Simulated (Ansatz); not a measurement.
Ansatz input

```yaml
crystal:
  lattice:
    - [4.5015787969, 0.0, 0.0]
    - [-2.2507893984, 3.8984815952, 0.0]
    - [0.0, 0.0, 2.6784530926]
  atoms:
    - { symbol: Pt, position: [0.0, 1.0, 1.0], spin: 1.0 }
    - { symbol: Pt, position: [0.3333333333, 0.6666666667, 0.5], spin: 1.0 }
    - { symbol: Pt, position: [0.6666666667, 0.3333333333, 0.5], spin: 1.0 }
hamiltonian:
  xc: mr2scan
  pseudopotentials:
    kind: paw
    azcp:
      Pt: "pseudopotentials/Pt.paw.azcp"
basis:
  ecutwfc: 500
  fft_grid_basis: typed
kpoints:
  mp_grid: { grid: [11, 11, 15], shift: [0, 0, 0] }
magnetization:
  spin_polarized: true
scf:
  occupations: { method: fermi_dirac, width: 0.05 }
```

Terminal output

```
Engine: ansatz 0.2.0, aarch64-unknown-linux-gnu
Pseudopotentials: kind: paw
Pseudopotential: Pt, paw, valence charge 18, recommended cutoff 500 eV (meta_gga) 
Functional definition: m-r2SCAN
  exchange = m_r2scan_x
  correlation = m_r2scan_c
Crystal: 3 atoms, lattice volume = 47.005 Å³
Basis set: ecut = 500 eV, 1191 PW (Γ), exchange–correlation on 144×144×80 points (64 copies of the dense FFT grid, shifted against one another)
Bands: 35, of which v1, the nominal top of the filled ones, is band 27 counted from 1 (26 counted from 0)
Symmetry: 24 space group operations
Space group: P6/mmm (ITA 191), of the structure as read, at distance tolerance 3.6e-5 Å
Magnetic group: BNS 191.233 (UNI 1463), of the structure as read, at distance tolerance 3.6e-5 Å
k-points: 128 of 1815
Non-local potential: Pt, projectors of the file, l = 0: 3, l = 1: 2, l = 2: 2, l = 3: 1
PAW form: soft (Blöchl's): semilocal exchange-correlation on the pseudo side does not see the compensation charge
PAW frozen core: Pt, regenerated for the run's functional (the file was generated under x = pbe(κ = 0.804, μ = 0.2195149727645171), c = pbe(β = 0.06672455060314922))
PAW one-centre angular grid: Pt, 590 points (default); XC on 160 Gauss nodes
Initial density: superposition of atomic densities (chi_scale 0.1, normalization cell)
Starting moments: Σ|m| = 3 μB on 3 of 3 sites
Initial wavefunctions: pseudopotential atomic-orbital guess
Functional: x = mr2scan, c = mr2scan; τ floored in thin density (d = 2e-4 eV/Å³)
iter 1 solved again at ethr=2.64e-3 eV; its pass at ethr=3.10e-3 eV (dr2=1.43e0 eV) is discarded
SCF iter   1: F=—  HF=-37609.978089 eV  |F-HF|=—  |Δ(HF+E_count)|=         —  Δρ=4.44e-2 (↑4.44e-2 ↓2.96e-2)  dr2=1.94e0  dr2_τ=3.45e-2  dr2_m=1.35e-1  M=1.698 μB ∫|m|=1.710 μB  β_m=0.69  ethr=2.64e-3  ⟨swp⟩=2.0  Hψ=48696  notcnv=0
Mixer restart at iter 1: flushing history
spin=Collinear: Kerker preconditioning applied to the charge; magnetization (m = ρ↑ − ρ↓) channel mixes plain (no charge-response kernel on spin).
SCF iter   2: F=—  HF=-37609.401986 eV  |F-HF|=—  |Δ(HF+E_count)|=   5.76e-1  Δρ=2.29e-2 (↑2.29e-2 ↓1.90e-2)  dr2=5.78e-1  dr2_τ=1.85e-2  dr2_m=2.09e-2  M=1.555 μB ∫|m|=1.592 μB  β_m=1.00  ethr=2.64e-3  ⟨swp⟩=2.0  Hψ=14639  notcnv=0  κ⁻¹=1.0e0(r=1)
SCF iter   3: F=—  HF=-37609.705049 eV  |F-HF|=—  |Δ(HF+E_count)|=   3.03e-1  Δρ=1.41e-2 (↑1.41e-2 ↓1.12e-2)  dr2=2.07e-1  dr2_τ=5.49e-3  dr2_m=3.78e-3  M=1.321 μB ∫|m|=1.399 μB  β_m=0.73  ethr=1.07e-3  ⟨swp⟩=2.3  Hψ=13030  notcnv=0  defer=132  κ⁻¹=1.1e-1(r=2)
SCF iter   4: F=—  HF=-37610.352258 eV  |F-HF|=—  |Δ(HF+E_count)|=         —  Δρ=4.20e-2 (↑4.20e-2 ↓3.88e-2)  dr2=2.94e-2  dr2_τ=9.83e-2  dr2_m=6.90e-1  M=-0.730 μB ∫|m|=0.730 μB  β_m=1.00  ethr=3.83e-4  ⟨swp⟩=2.1  Hψ=14273  notcnv=0  defer=201
Mixer restart at iter 4: flushing history
...
SCF iter  31: F=—  HF=-37609.942642 eV  |F-HF|=—  |Δ(HF+E_count)|=   4.20e-9  Δρ=2.06e-6 (↑2.06e-6 ↓1.85e-6)  dr2=1.93e-10  dr2_τ=2.30e-10  dr2_m=1.57e-9  M=-0.001 μB ∫|m|=0.001 μB  β_m=1.00  ethr=1.00e-12  ⟨swp⟩=1.0  Hψ=26018  notcnv=0  κ⁻¹=6.3e-7(r=8)
SCF iter  32: F=—  HF=-37609.942642 eV  |F-HF|=—  |Δ(HF+E_count)|=   1.99e-9  Δρ=2.26e-6 (↑2.26e-6 ↓2.26e-6)  dr2=5.59e-11  dr2_τ=3.08e-10  dr2_m=2.18e-9  M=-0.001 μB ∫|m|=0.001 μB  β_m=1.00  ethr=1.00e-12  ⟨swp⟩=2.0  Hψ=16920  notcnv=0  κ⁻¹=4.2e-7(r=8)
SCF iter  33: F=—  HF=-37609.942642 eV  |F-HF|=—  |Δ(HF+E_count)|=   6.63e-9  Δρ=2.83e-7 (↑2.83e-7 ↓2.55e-7)  dr2=1.04e-11  dr2_τ=3.58e-12  dr2_m=2.60e-11  M=-0.000 μB ∫|m|=0.000 μB  β_m=1.00  ethr=1.00e-12  ⟨swp⟩=3.0  Hψ=23572  notcnv=0  κ⁻¹=1.7e-7(r=8)
SCF iter  34: F=-37609.942642 eV  HF=-37609.942642 eV  |F-HF|=3.64e-11  |Δ(HF+E_count)|=  1.02e-10  Δρ=2.91e-7 (↑2.91e-7 ↓1.03e-7)  dr2=8.16e-11  dr2_τ=2.69e-12  dr2_m=7.13e-12  M=-0.000 μB ∫|m|=0.000 μB  ethr=1.00e-12  ⟨swp⟩=1.0  Hψ=19023  notcnv=0
SCF 1 converged in 34 iterations: F = -37609.942642 eV  dr2 = 8.16e-11
WARN: the starting moments were not kept: the SCF closed with an absolute magnetisation of 7.9e-6 μB, where they sum to 3 μB in size (3 sites). That is at most 0.1 of that sum. Measured as dr2_m measures the in/out step, that magnetisation stands 1.3e-11 eV from none, at or under the dr2_threshold of 1.0e-7 eV: it is no larger than a step whose dr2_m would equal this threshold. The system may hold no moment; this SCF shows only that its start led to no more than that. To try another start: raise the starting moments (crystal.atoms[].spin, magnetization.per_species, magnetization.initial_magnetization, or on a non-collinear deck that types none of these the spinor_matrix: blocks that start its atoms; where the total moment is fixed, keep their sum and leave initial_magnetization as it is; typed ones take the place of any that the run laid by itself, positive ones on a crystal's lanthanoids without a Hubbard term where scf.initial_density.shell_occupations: [] is typed) or, if the notice of its spin-set hold's release reads "site moments contracting" or "site moments show no strong build", lengthen the hold (scf.mixing.spin_hold: { on: { confirm: 4 } }; for m-r²SCAN on two components see the key's manual first). Each may lead to a state that holds a moment. A second SCF, from the converged charge density, with the starting moments and any scf.initial_density.shell_occupations laid on it anew, would have followed, and was not run: the deck does not ask for one (magnetization.retry_lost_moments is false, the default). To let it run, set magnetization.retry_lost_moments: true and run the deck again, where that key's refused combinations let it; where memory then withholds it, that run's warning says so.
this state was not tested for a lower state beside it, because the mixer in use, unlike msr1, does not test its closes by its own steps (another_mixer; see scf.mixing.algorithm and scf.lower_state_search)
SCF converged after 34 iterations
Magnetization: -0.0000 μB (27.0000 up, 27.0000 down)
Absolute magnetization: 0.0000 μB (∫|ρ↑−ρ↓|, with the PAW one-centre terms)
Spin contamination: 0.0000 ħ² per cell (⟨S²⟩ above its minimum at these occupations)
Per-site moments (μB) at R_I (Å): [(-1.1815306431800438e-6, 1.1048619006975), (-3.0019266515686723e-6, 1.0720824386872587), (-3.0019266517564464e-6, 1.0720824386872587)]
Free energy (F): -37609.942642 eV
Harris-Foulkes:  -37609.942642 eV  (|F-HF|=3.64e-11)
Internal energy: -37609.895596 eV  (E = F + TS)
E sigma→0 (E₀):  -37609.919119 eV
Entropy (-TS):   -0.047046 eV (-15.682 meV/atom)
Fermi energy:    21.892864 eV
--- Per-component energies (eV) ---
  E_band       = -493.517209
  E_kinetic    = 1913.814243
  E_local      = -4575.741881  (includes V_loc(G=0)·N_el)
  E_nonlocal   = 606.842769
  E_hartree    = 1701.397050
  E_xc         = -750.106614
  E_vxc        = -1012.106879  (∫ρ·V_xc dr)
  E_paw        = -28440.066240  (= ΣΔE_a)
  E_vpaw       = -893.753313  (= ΣTr[D̂ρ^β])
  E_aug_tail   = 0.000406  (compensation charges beyond the density's cutoff)
  E_vtau       = 64.633391  (kinetic-family band-sum trace: ∫τ·v_τ [+ j·A + Jᵃ·Aᵃ] dr)
  E_ewald      = -8065.340845
  E_core_change = -0.694483  (= ΣΔE_core)
  E_smearing   = -0.047046  (= −TS)
  E_closure    = 0.000000  (closes the sum)
  Σ components = -37609.942642   (vs F -37609.942642, Δ=0.00e0)
```
